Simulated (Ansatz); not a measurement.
The start is a generated trial cell of Sn in the AFLOW prototype A_hR1_166_a (A_i). Cell shape, volume and atoms are optimised at zero target pressure with PBE (plane waves to 420 eV, PAW, scalar-relativistic; Ansatz, a first-principles code). First-step values are on the input's coarse k-mesh.

Ansatz input (later rounds restart from its end on a renewed k-mesh):
Ansatz 0.2 input:
```yaml
crystal:
  lattice:
    - [2.3059768, 1.3313563, 1.4883388]
    - [-2.3059768, 1.3313563, 1.4883388]
    - [0, -2.6627126, 1.4883388]
  atoms:
    - { symbol: Sn, position: [0, 0, 0] }
basis: { ecutwfc: 420, ecutrho_ratio: 4, xc_grid: 2, fft_grid_basis: typed }
kpoints: { mp_grid: { grid: [11, 11, 11] } }
hamiltonian:
  xc: pbe
  dispersion: none
  pseudopotentials: { azcp: { folder: ./paw }, kind: paw }
scf: { occupations: { method: fermi_dirac, width: 0.05 } }
relax: { f_tol: 0.01, max_steps: 100, cell: { stress_tol: 0.02 } }
output: { forces: true, stress: true }
```

* **Initial pressure**: +3.4 GPa (positive: the cell is compressed)
* **Outcome**: The space group goes from R-3m (No. 166) to Pm-3m (No. 221); the end is simple cubic type, with 1 atom in the primitive cell
* **Energy released**: 0.05 eV/atom
* **Volume change**: +7.4 %, from 27.42 to 29.44 Å³/atom
* **Shortest distances (start → end)**: The closest pairs of elements (up to four, under 3.6 Å), start → end: Sn–Sn 3.05 → 3.09 Å
* **Optimiser moves**: 13

Final values are on a 15×15×15 k-mesh of the relaxed cell. No spin polarisation in the result.

The run could not lose the symmetry of its start, so the end can be a saddle point.

The relaxed structure here is a generated cell of Sn: the first start was made by placing the elements on the sites of a structure type, and the end was not matched to a known phase here, so it may be hypothetical. Known forms of Sn include space group No. 141, 227.
